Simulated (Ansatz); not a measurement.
A geometry of Al away from equilibrium: step 2 of the relaxation of a relaxed Al cell, doubled along one cell vector, shaken by Gaussian noise of σ = 0.08 Å a coordinate. All values below come from r2SCAN (plane waves to 500 eV, PAW, scalar-relativistic; Ansatz, a quantum-chemistry and plane-wave program). Γ-centred k-mesh 13×7×4 on the run's cell (coarser than for final values), Fermi–Dirac smearing 0.05 eV. The plane waves were selected for a different cell earlier on the path.

```xyz
8
Lattice="2.8219 -0.0076 -0.0065 -2.8351 4.7944 0.0145 -0.0214 0.0151 9.2207" Properties=species:S:1:pos:R:3 pbc="T T T"
Al     0.0217    -0.0258    -0.0062
Al    -1.3996     2.4034     0.0179
Al     0.0322    -0.0221     4.5651
Al    -1.3807     2.3864     4.5836
Al     0.0337     1.5782     2.3319
Al    -1.3795     4.0130     2.3234
Al     1.4130     0.7924     6.8757
Al     0.0017     3.2049     6.9189
```

What forces act on the atoms (eV/Å)?


| atom | Fx | Fy | Fz |
|---|---|---|---|
| Al1 | 0.01 | 0.24 | -0.02 |
| Al2 | 0.02 | -0.22 | -0.03 |
| Al3 | 0.01 | 0.04 | 0.29 |
| Al4 | -0.01 | 0.01 | 0.22 |
| Al5 | -0.01 | 0.21 | -0.29 |
| Al6 | -0.04 | -0.22 | -0.19 |
| Al7 | 0.03 | 0.08 | 0.11 |
| Al8 | 0.00 | -0.13 | -0.09 |

The path ends in P6₃/mmc (No. 194) (AFLOW prototype A_hP4_194_ac (A3', as in La)). No spin polarisation in the result.

The end of the path is a generated cell of Al: the first start was made by placing the elements on the sites of a structure type, and the end was not matched to a known phase here, so it may be hypothetical. Known forms of Al include space group No. 225.
